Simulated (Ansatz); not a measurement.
Li2O (anti-fluorite)

```xyz
3
Lattice="0.0000 2.3131 2.3131 2.3131 0.0000 2.3131 2.3131 2.3131 0.0000" Properties=species:S:1:pos:R:3 pbc="T T T"
O      0.0000     0.0000     0.0000
Li     1.1565     1.1565     1.1565
Li     3.4696     3.4696     3.4696
```

The slice is a {110} plane (indices of the conventional cell) through the point (0.250, 0.250, 0.250) (fractional), spanned by u = [100] and v = [1 -1 -1] in vectors of this cell: u (3.27 Å) and v (4.63 Å, at 90° to u). It covers one period; positions are fractions (u, v).

The numbers are results of PBE (plane waves to 420 eV, PAW, scalar-relativistic; Ansatz, a first-principles code), not measurements. k mesh 12×12×12. These are valence fields of a PAW run, semicore shells included where kept as valence: close to a nucleus they are smooth pseudo fields. Li2O was relaxed with its symmetry unable to fall.

What is the valence density on the shortest O–Li line in this plane (2.00 Å), at its minimum between the atoms?

0.19 e/Å³.

What is the ELF at the density minimum of the shortest O–Li line in this plane (2.00 Å)?

0.1.

Sketch the valence electron density on this plane as a map.


```tsv
v \ u	0.00	0.12	0.24	0.35	0.47	0.59	0.71	0.82	0.94
0.88	-0.4	-0.9	-1.3	-1.4	-1.4	-1.4	-1.4	-1.1	-0.5
0.75	-1.1	-1.2	-1.3	-1.5	-1.6	-1.5	-1.4	-1.2	-1.1
0.62	-0.4	-0.9	-1.3	-1.4	-1.4	-1.4	-1.4	-1.1	-0.5
0.50	1.0	0.4	-0.9	-0.8	-0.7	-0.8	-0.9	-0.3	0.9
0.38	-0.4	-0.7	-0.5	0.0	0.3	0.2	-0.3	-0.7	-0.5
0.25	-1.1	-0.8	-0.2	0.5	0.9	0.8	0.1	-0.5	-1.0
0.12	-0.4	-0.7	-0.5	0.0	0.3	0.2	-0.3	-0.7	-0.5
0.00	1.0	0.4	-0.9	-0.8	-0.7	-0.8	-0.9	-0.3	0.9
```

Values: log₁₀ of the valence density in e/Å³. The scale is logarithmic, as a density can span decades between atoms and voids.
